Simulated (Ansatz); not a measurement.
Pd: stationary points along a deformation path

All numbers below come from DFT PBEsol, scalar-relativistic, plane waves, PAW (Ansatz 0.2.0). Settings: plane waves to 420 eV, k-mesh 24×24×24 (Γ-centred), Gaussian smearing 0.15 eV. No spin polarisation. Energies are free energies at this smearing, counted from the undisturbed cell; pressure is positive in compression.

The undisturbed cell (as given, not relaxed at this level; it stands at -2.1 GPa):

```
Pd
1.0
     0.00000    1.94490    1.94490
     1.94490    0.00000    1.94490
     1.94490    1.94490    0.00000
Pd
1
Direct
  0.00000 0.00000 0.00000
```

At fixed volume and fractional coordinates, lengths along (0.577, 0.577, 0.577) are scaled against those across it; ρ is that ratio over its starting value. V = 14.714 Å³/atom. Δσ is the stress along the axis less the mean stress across it (compression positive).

| ρ | ΔE (meV/atom) | Δσ (GPa) | space group |
| --- | --- | --- | --- |
| 0.500 | 774.1 | 0.00 | Pm-3m |
| 0.600 | 688.1 | 16.53 | R-3m |
| 0.710 | 426.8 | 30.70 | R-3m |
| 0.850 | 116.1 | 21.96 | R-3m |
| 0.930 | 24.2 | 10.80 | R-3m |
| 1.000 | 0.0 | 0.00 | Fm-3m |
| 1.080 | 28.9 | -12.67 | R-3m |
| 1.200 | 179.3 | -34.99 | R-3m |
| 1.410 | 738.5 | -80.59 | R-3m |
| 1.700 | 2043.9 | -150.31 | R-3m |
| 2.000 | 3911.1 | -235.76 | R-3m |

**Question.** How does the stress give the slope of the energy, and where is the energy stationary?

**Answer.** Along the path d ln(length) is 2/3 d ln ρ on the axis and −1/3 d ln ρ across it, so dE/d ln ρ = −(2/3) V Δσ: the energy falls with ρ where Δσ is positive. Δσ vanishes or changes sign at ρ = 0.500 (Pm-3m, an end of the scan), at 774.1 meV/atom; at ρ = 1.000 (Fm-3m), a minimum at 0.0 meV/atom. Pairs of stationary points between two samples would go unseen, and could change a minimum read from distant neighbours into a maximum. At ρ = 0.500, 1.000 the cell is cubic, where symmetry alone makes the stress isotropic and the slope zero.

**Question.** Which shear constant sets the curvature at ρ = 1?

**Answer.** For a cubic crystal E/V = (2/3) C (ln ρ)² with C = C44, so Δσ = −2C ln ρ. The parabola of Δσ against ln ρ through ρ = 0.930, 1 and 1.080 gives C ≈ 78 GPa with the ions clamped, rough because the steps are large. It is the stress–strain coefficient at this cell's pressure of -2.1 GPa, not the zero-pressure constant.

In a metal these slopes depend on the k mesh and the smearing.